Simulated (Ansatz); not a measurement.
ZrO₂:
Space group Pca2₁ (No. 29); a = 5.268 Å, b = 5.058 Å, c = 5.083 Å, α = β = γ = 90.00°

| atom | site | symmetry | x | y | z |
|---|---|---|---|---|---|
| Zr | 4a | 1 | 0.0309 | 0.2661 | 0.2499 |
| O | 4a | 1 | 0.3645 | 0.0663 | 0.3947 |
| O | 4a | 1 | 0.2287 | 0.5350 | 0.4994 |

Relaxed at zero pressure with DFT-HSE06 in the program Ansatz with PAW potentials.

Problem. The volume is raised by 6 % and shape and atoms relax at that volume. What pressure results, and how do the axes share the change?

Solution. -6.3 GPa; a 3.6 %, b 0.8 %, c 1.5 %; the energy rises by 21 meV/atom.

Problem. Give the new structure.

Solution. 
Space group Pca2₁ (No. 29); a = 5.4592 Å, b = 5.0987 Å, c = 5.1575 Å, α = β = γ = 90.00°

| atom | site | symmetry | x | y | z |
|---|---|---|---|---|---|
| Zr | 4a | 1 | 0.0367 | 0.2603 | 0.2362 |
| O | 4a | 1 | 0.3575 | 0.0483 | 0.4028 |
| O | 4a | 1 | 0.3022 | 0.5142 | 0.0050 |

The phase is kept; no other phase was compared at this pressure.

Space group Pca2_1. The HSE06 relaxation kept the symmetry of its start. The run is not spin-polarised.

Potentials: the later of the program's two PAW sets.
